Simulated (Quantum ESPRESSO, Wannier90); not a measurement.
# Wannierisation of TiO₂ (rutile)

```yaml
crystal:
  lattice:
    - [4.59984, 0.00000, 0.00000]
    - [0.00000, 4.59984, 0.00000]
    - [0.00000, 0.00000, 2.95921]
  atoms:
    - { symbol: Ti, position: [0.50000, 0.50000, 0.00000] }
    - { symbol: Ti, position: [0.00000, 0.00000, 0.50000] }
    - { symbol: O, position: [0.69568, 0.69568, 0.50000] }
    - { symbol: O, position: [0.30432, 0.30432, 0.50000] }
    - { symbol: O, position: [0.80432, 0.19568, 0.00000] }
    - { symbol: O, position: [0.19568, 0.80432, 0.00000] }
```

Structure: Materials Project mp-2657, symmetrised, not relaxed again. COD (Crystallography Open Database) has the formula in 6 space groups, this one among them (matched by group alone). Level: PBE, no spin polarisation, no spin-orbit coupling; pw.x of Quantum ESPRESSO at 68 Ry with PseudoDojo potentials, 6×6×8 k-points, Wannier90. Density: 8×8×10 mesh, cold smearing 0.01 Ry.

Base run: 22 functions from bands 13-50 of the 50 computed, start hydrogen-like Ti: d; O: p, frozen window up to 3.39 eV relative to the valence-band maximum, outer window open. One thing is changed at a time; window edges are relative to the valence-band maximum. The misfit compares interpolated bands with pw.x on a high-symmetry path, for states up to 2.9 eV relative to the valence-band maximum. Converged means that the tolerances were met: symmetric starts can stop on a saddle, which shows as a larger Ω_OD at equal Ω_I and can move the misfit too.

| setting | functions | frozen to (eV) | Ω_I (Å²) | Ω_D (Å²) | Ω_OD (Å²) | rms misfit (meV) | worst (meV) | ended |
|---|---|---|---|---|---|---|---|---|
| base | 22 | 3.39 | 14.75 | 0.00 | 0.18 | 0.3 | 1.9 | converged |
| frozen window to 7.39 eV | 22 | 7.39 | 15.58 | 0.00 | 0.25 | 0.2 | 1.7 | converged |
| frozen window to 8.37 eV | 22 | 8.37 | – | – | – | – | – | stops: too many frozen states |
| no frozen window | 22 | none | 11.70 | 0.00 | 0.05 | 1115 | 2471 | converged |
| outer window to 6.63 eV | 22 | 3.39 | – | – | – | – | – | stops: too few bands in the window |
